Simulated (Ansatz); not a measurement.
Relaxation of a relaxed Ir cell squeezed uniformly to 80 % of its volume; 1 atom in the cell, which starts as Fm-3m (No. 225), cF4; a = 3.5559 Å, b = 3.5559 Å, c = 3.5559 Å, α = 90.00°, β = 90.00°, γ = 90.00°. All values below come from PBEsol (plane waves to 420 eV, PAW, scalar-relativistic; Ansatz, an electronic-structure program). Γ-centred k-mesh 16×16×16 on the run's cell (coarser than for final values), Fermi–Dirac smearing 0.05 eV. This is the first round of the run. 

The optimiser's lines from the output (shortened; P is positive under compression):

```
relax step   1: F+E_penalty+E_count = -11797.97002914 eV  Δ(F+E_penalty+E_count) = +0.000e0 eV  max|allowed force component| = 0.000e0 eV/Å  Δτ_max = 0.0000 Å  P = +149.784 GPa  Ω = 11.241 Å³  (6 SCF iters, dr2 threshold 1.00e-7 eV, accepted)
relax step   2: F+E_penalty+E_count = -11798.90824446 eV  Δ(F+E_penalty+E_count) = -9.382e-1 eV  max|allowed force component| = 0.000e0 eV/Å  Δτ_max = 0.0000 Å  P = +38.208 GPa  Ω = 12.966 Å³  (5 SCF iters, dr2 threshold 1.00e-7 eV, accepted)
relax step   3: F+E_penalty+E_count = -11799.01460383 eV  Δ(F+E_penalty+E_count) = -1.064e-1 eV  max|allowed force component| = 0.000e0 eV/Å  Δτ_max = 0.0000 Å  P = +10.795 GPa  Ω = 13.684 Å³  (4 SCF iters, dr2 threshold 1.00e-7 eV, accepted)
relax step   4: F+E_penalty+E_count = -11799.02574460 eV  Δ(F+E_penalty+E_count) = -1.114e-2 eV  max|allowed force component| = 0.000e0 eV/Å  Δτ_max = 0.0000 Å  P = -1.213 GPa  Ω = 14.078 Å³  (4 SCF iters, dr2 threshold 1.00e-7 eV, accepted)
relax step   5: F+E_penalty+E_count = -11799.02593295 eV  Δ(F+E_penalty+E_count) = -1.883e-4 eV  max|allowed force component| = 0.000e0 eV/Å  Δτ_max = 0.0000 Å  P = -0.002 GPa  Ω = 14.035 Å³  (3 SCF iters, dr2 threshold 1.00e-7 eV, accepted)
relax step   6: F+E_penalty+E_count = -11799.02954601 eV  Δ(F+E_penalty+E_count) = -3.613e-3 eV  max|allowed force component| = 0.000e0 eV/Å  Δτ_max = 0.0000 Å  P = +0.683 GPa  Ω = 14.035 Å³  stress off target by 6.83e-1 GPa  SCF on the basis re-selected at this cell (its energy is not comparable with the rows above)  (6 SCF iters)
relax step   7: F+E_penalty+E_count = -11799.02958844 eV  Δ(F+E_penalty+E_count) = -4.244e-5 eV  max|allowed force component| = 0.000e0 eV/Å  Δτ_max = 0.0000 Å  P = +0.025 GPa  Ω = 14.059 Å³  (2 SCF iters, dr2 threshold 1.00e-7 eV, accepted)
relax step   8: F+E_penalty+E_count = -11799.02958812 eV  Δ(F+E_penalty+E_count) = +3.283e-7 eV  max|allowed force component| = 0.000e0 eV/Å  Δτ_max = 0.0000 Å  P = +0.001 GPa  Ω = 14.060 Å³  (3 SCF iters, dr2 threshold 1.61e-9 eV, accepted)
relax step   9: F+E_penalty+E_count = -11799.02960011 eV  Δ(F+E_penalty+E_count) = -1.200e-5 eV  max|allowed force component| = 0.000e0 eV/Å  Δτ_max = 0.0000 Å  P = -0.003 GPa  Ω = 14.060 Å³  stress off target by 2.62e-3 GPa  SCF on the basis re-selected at this cell (its energy is not comparable with the rows above)  (4 SCF iters)
```

From the first to the last row the energy changes by -1.06 eV/atom and the volume by +25.1 %. The last row is marked as not comparable with the walk above it, whose basis was carried along; it does compare with step 1, since both stand on a basis selected at the nominal cutoff for their own cell.

Later rounds, restarted from the end of this one on a renewed k-mesh, logged 8 more steps. The final structure after all rounds: Fm-3m (No. 225), cF4, fcc (Cu type); a = b = c = 3.8305 Å, α = β = γ = 90.00°. Between re-selections the logged energies stand on a plane-wave basis carried along with the cell. No spin polarisation in the result.

The run could not lose the symmetry of its start.
